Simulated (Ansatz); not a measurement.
Na₂I: computed properties

Method: DFT PBE, scalar-relativistic, plane waves, PAW (Ansatz).

Cutoff 420 eV; k points 12×12×4 on the computed 6-atom cell (Γ-centred); Gaussian smearing, width 0.10 eV; no spin polarisation.

The structure is relaxed at this level of theory with its symmetry kept, and needn't be the ground state of this composition.

```cif
data_structure
_symmetry_space_group_name_H-M 'P 1'
_symmetry_Int_Tables_number 1
_cell_length_a 4.3547
_cell_length_b 4.3547
_cell_length_c 14.6878
_cell_angle_alpha 90.000
_cell_angle_beta 90.000
_cell_angle_gamma 120.000
_cell_volume 241.22
loop_
_atom_site_label
_atom_site_type_symbol
_atom_site_fract_x
_atom_site_fract_y
_atom_site_fract_z
_atom_site_occupancy
Na1 Na 0.33333 0.66667 0.38911 1
Na2 Na 0.66667 0.33333 0.88911 1
Na3 Na 0.33333 0.66667 0.11089 1
Na4 Na 0.66667 0.33333 0.61089 1
I1 I 0.00000 0.00000 0.25000 1
I2 I 0.00000 0.00000 0.75000 1
```

Q: Formation energy from the elements' standard states (uncorrected)?

A: -0.713 eV/atom.

Q: Kohn–Sham band gap?

A: none (metal).

Q: Density of states at the Fermi level?

A: 1.9 states/eV per cell.

Q: Orbital (Löwdin) character within 0.5 eV of the Fermi level?

A: Na 3s 79 %, I 5p 9 %, unprojected 11 %.

Q: Bader charge by site (e)?

A: Na (4 in the cell) 0.48, I (2 in the cell) -0.97.

Spin-orbit coupling is left out, which matters for the bands of heavy elements.

The cell was found from a structure generator's guess, not taken from experiment. Löwdin shares on free-atom orbitals overweight diffuse shells.
